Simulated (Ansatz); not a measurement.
As₂O₃:
```yaml
crystal:
  lattice:
    - [4.40066, 0.00000, 0.00000]
    - [0.00000, 12.39570, 0.00000]
    - [-3.82783, 0.00000, 5.23043]
  atoms:
    - { symbol: As, position: [0.36275, 0.14584, 0.85969] }
    - { symbol: As, position: [0.63725, 0.85416, 0.14031] }
    - { symbol: As, position: [0.63725, 0.64584, 0.64031] }
    - { symbol: As, position: [0.36275, 0.35416, 0.35969] }
    - { symbol: As, position: [0.22332, 0.40655, 0.77287] }
    - { symbol: As, position: [0.77668, 0.59345, 0.22713] }
    - { symbol: As, position: [0.77668, 0.90655, 0.72713] }
    - { symbol: As, position: [0.22332, 0.09345, 0.27287] }
    - { symbol: O, position: [0.84032, 0.36237, 0.45791] }
    - { symbol: O, position: [0.15968, 0.63763, 0.54209] }
    - { symbol: O, position: [0.15968, 0.86237, 0.04209] }
    - { symbol: O, position: [0.84032, 0.13763, 0.95791] }
    - { symbol: O, position: [0.52499, 0.09314, 0.17143] }
    - { symbol: O, position: [0.47501, 0.90686, 0.82857] }
    - { symbol: O, position: [0.47501, 0.59314, 0.32857] }
    - { symbol: O, position: [0.52499, 0.40686, 0.67143] }
    - { symbol: O, position: [0.37559, 0.21592, 0.45064] }
    - { symbol: O, position: [0.62441, 0.78408, 0.54936] }
    - { symbol: O, position: [0.62441, 0.71592, 0.04936] }
    - { symbol: O, position: [0.37559, 0.28408, 0.95064] }
```

This is the LDA-relaxed structure. Cartesian axes are those of the cell as given.

Question: All from LDA (plane waves, PAW; program Ansatz), unless another level is named. Give the Born charges (a third of the trace).

Answer: As +3.10 to +3.15, O -2.11 to -2.05 e.

Question: Predict the electronic dielectric constant ε∞ (DFPT).

Answer: 4.70 (xx), 4.47 (yy), 4.22 (zz).

Question: And the static dielectric constant ε0 (ions relaxed, cell fixed)?

Answer: 10.5 (xx), 9.31 (yy), 7.59 (zz).

Space group P2_1/c. The workflow started from a Materials Project entry (that database holds measured and hypothetical structures alike); the Crystallography Open Database files this formula in space group No. 14, but the cells were not matched. Whether it is the stable phase at ambient conditions was not checked. The LDA relaxation kept the symmetry of its start; phonons on a q-mesh show no instability. The volume lies over 15 % below that of the usual cell of this phase: another minimum, or an error of the functional. A crystal of weakly bound layers computed without a dispersion correction: the cell and the soft elastic constants depend strongly on that. Scalar-relativistic: spin–orbit coupling is off unless named, which matters more the heavier the elements.

Potentials: the later of the program's two PAW sets.
